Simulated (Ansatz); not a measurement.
Q: SiNi in space group Pnma (No. 62; Si on 4c, Ni on 4c) is relaxed with PBEsol in the plane-wave PAW code Ansatz. What lattice parameters of the conventional cell result?

A: a = 5.085 Å, b = 3.364 Å, c = 5.520 Å.

Q: Give the free coordinates with the occupied sites.

A: In one choice of origin and axes:

```json
[
 {"atom": "Si", "site": "4c", "symmetry": ".m.", "x": "0.1789", "y": "0.2500", "z": "0.4128"},
 {"atom": "Ni", "site": "4c", "symmetry": ".m.", "x": "0.0094", "y": "0.2500", "z": "0.8126"}
]
```

Q: Is it a metal or does it have a gap at this level?

A: No gap at this level.

Symmetry was held in the PBEsol relaxation. No spin polarisation was allowed.

Potentials: the earlier of the program's two PAW sets. The files were generated under PBE; for other functionals the program regenerates the frozen cores, and for LDA and PBEsol the local potential too.
